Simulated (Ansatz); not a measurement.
## Two-dimensional strain map in Pt

Computed with Ansatz, DFT PBEsol, scalar-relativistic, plane waves, PAW. Cutoff 420 eV, Γ-centred 22×22×22 k-points, Gaussian smearing of 0.15 eV. Spin–orbit coupling is left out, which can shift energies with elements as heavy as these. No spin polarisation. Energies are free energies at this smearing, counted from the undisturbed cell; pressure is positive in compression.

Reference structure (as given, not relaxed at this level; it stands at -10.9 GPa; this bcc form isn't the usual structure):

```xyz
1
Lattice="-1.5842 1.5842 1.5842 1.5842 -1.5842 1.5842 1.5842 1.5842 -1.5842" Properties=species:S:1:pos:R:3 pbc="T T T"
Pt    0.0000    0.0000    0.0000
```

The cell is strained by p along both x and y and by q along z, fractional coordinates fixed. Points are written (p, q). At -11 GPa the given cell is far from its own equilibrium, so these figures belong to a strongly strained crystal.

Energy above the undisturbed cell in meV/atom (a dash: not computed):

```csv
p \ q,-0.030,-0.015,0.000,0.015,0.030
-0.030,5.4,-12.3,-24.5,-31.6,-33.5
-0.015,-22.3,-24.8,-22.9,-16.8,-6.7
0.000,-25.6,-14.6,0.0,17.9,39.0
0.015,-7.7,15.3,41.2,69.7,100.6
0.030,28.5,62.2,98.1,136.0,175.6
```

Pressure in GPa:

```
 p \ q  -0.030  -0.015  0.000  0.015  0.030
-0.030    14.6     9.4    4.6    0.2   -3.8
-0.015     4.6     0.2   -3.8   -7.5  -10.9
 0.000    -3.8    -7.5  -10.9  -14.0  -16.8
 0.015   -10.9   -14.0  -16.8  -19.4  -21.7
 0.030   -16.8   -19.4  -21.7  -23.8  -25.6
```